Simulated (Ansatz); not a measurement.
TiAl: work and stress of cleavage

Theory: DFT PBEsol, scalar-relativistic, plane waves, PAW (Ansatz). Settings: plane waves to 420 eV, k-mesh 21×21×5 (Γ-centred), Gaussian smearing 0.15 eV. No spin polarisation. Energies are free energies at this smearing, counted from the undisturbed cell; pressure is positive in compression.

Reference structure (relaxed at this level; it needn't be the usual structure):

```
Ti Al
1.0
    -2.79516    0.00000    0.00000
     0.00000   -2.79516    0.00000
     0.00000    0.00000   12.11622
Ti Al
3 3
Direct
  0.00000 0.00000 0.75000
  0.00000 0.00000 0.08333
  0.00000 0.00000 0.41667
  0.50000 0.50000 0.91667
  0.50000 0.50000 0.25000
  0.50000 0.50000 0.58333
```

The cut lies on the cell's a–b face, a (0 0 1) plane (indices in the standard cell, whose axes needn't be the Cartesian ones shown) of area 7.81 Å², between layers 2.02 Å apart. Vector c is lengthened by d along the normal with the atoms' Cartesian places fixed: one unrelaxed cut a cell. The traction is positive where the two halves pull on each other.

```csv
d (Å),energy (J/m²),traction (GPa)
-0.30,0.41,-30.8
-0.15,0.09,-12.9
0.00,0.00,0.1
0.25,0.19,14.0
0.50,0.64,21.1
0.75,1.21,23.6
1.00,1.80,23.3
1.50,2.87,18.8
2.00,3.65,12.7
3.00,4.43,4.0
4.50,4.68,0.4
6.00,4.69,0.0
```

Task: What are the work of separation and the cleavage stress, and do they fit the universal binding curve?

Result: The energy levels off near W ≈ 4.69 J/m² (the traction is down to 0.0 GPa), the energy of the two unrelaxed faces, 2.35 J/m² each on average. The largest sampled traction is 23.6 GPa at d = 0.75 Å, and a parabola through it and its two neighbours peaks at σ_max ≈ 23.8 GPa, d ≈ 0.85 Å. The curve E = W[1 − (1 + d/ℓ)exp(−d/ℓ)] peaks in traction at d = ℓ with σ_max = W/(eℓ); with 1 J/m² per Å = 10 GPa this W and σ_max give ℓ = 0.72 Å. A parabola through that curve at the same three d peaks at 0.75 Å, against 0.85 Å here, a fair fit. Real crystals break at far lower stress, because cracks concentrate it, and on the plane of lowest W, which needn't be this one.

The cut is rigid; relaxing the faces lowers these energies and usually the stresses.

In a metal these slopes depend on the k mesh and the smearing.

Cost: 12 runs of about 5 core-minutes in all, on Intel Xeon 6975P-C (Granite Rapids) (shared hosts).